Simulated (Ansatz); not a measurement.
The guess for Li2FeOsC6N6 was made by a generator: cyanide-bridged rock-salt net of two metals, 2 guest cations a cell (Fm-3m, No. 225). Its size is a rough estimate.

```
Li Fe Os C N
1.0
     0.00000    5.09600    5.09600
     5.09600    0.00000    5.09600
     5.09600    5.09600    0.00000
Li Fe Os C N
2 1 1 6 6
Direct
  0.25000 0.25000 0.25000
  0.75000 0.75000 0.75000
  0.50000 0.50000 0.50000
  0.00000 0.00000 0.00000
  0.81397 0.18603 0.18603
  0.18603 0.81397 0.18603
  0.18603 0.18603 0.81397
  0.18603 0.81397 0.81397
  0.81397 0.18603 0.81397
  0.81397 0.81397 0.18603
  0.69918 0.30082 0.30082
  0.30082 0.69918 0.30082
  0.30082 0.30082 0.69918
  0.30082 0.69918 0.69918
  0.69918 0.30082 0.69918
  0.69918 0.69918 0.30082
```

Theory: Ansatz, DFT PBE, scalar-relativistic, plane waves, PAW. Cutoff 420 eV, Gaussian smearing, Γ-centred meshes. Cell and atoms relax first on a coarse mesh and then on a finer one. In between, the cell is made exact in the group found at 0.06 Å. In metals the finer mesh still leaves noise of several meV/atom or more. The steps can't lower the symmetry of their start. Collinear spin, starting moments Fe 4.0; Os 1.0 μB.

A guess keeps its type if space group and coordination stay and the shape of the cell changes little (axis ratios within about 15 %, angles within 6°); the volume may change.

Q: Does this structure survive the relaxation?

A: It keeps its type. The symmetry stays Fm-3m (No. 225). The volume per atom grows by 12.8 %, from 16.5 to 18.7 Å³. The shortest distance goes from 1.17 Å (C–N) to 1.18 Å (C–N). Counting neighbours within 15 % of an atom's shortest distance, the start has C 1, Fe 6, Li 24, N 1, Os 6 and the end C 1, Fe 6, Li 24, N 1, Os 6.

Formation energies are uncorrected and refer to the elements' standard structures at the same level (N₂ as a molecule).

Q: At what energy does it end?

A: +0.18 eV/atom. A positive value: parting into the elements would lower its energy.

The last run used collinear spin, a 6×6×6 mesh for its 16-atom cell and Gaussian smearing of 0.10 eV. These runs have no spin–orbit coupling, which can matter for Os. The reference form of C is held partly by dispersion forces, which this level lacks. The magnetic state reached may not be the lowest. Symmetry constrained the relaxation, so the result can be a saddle point.
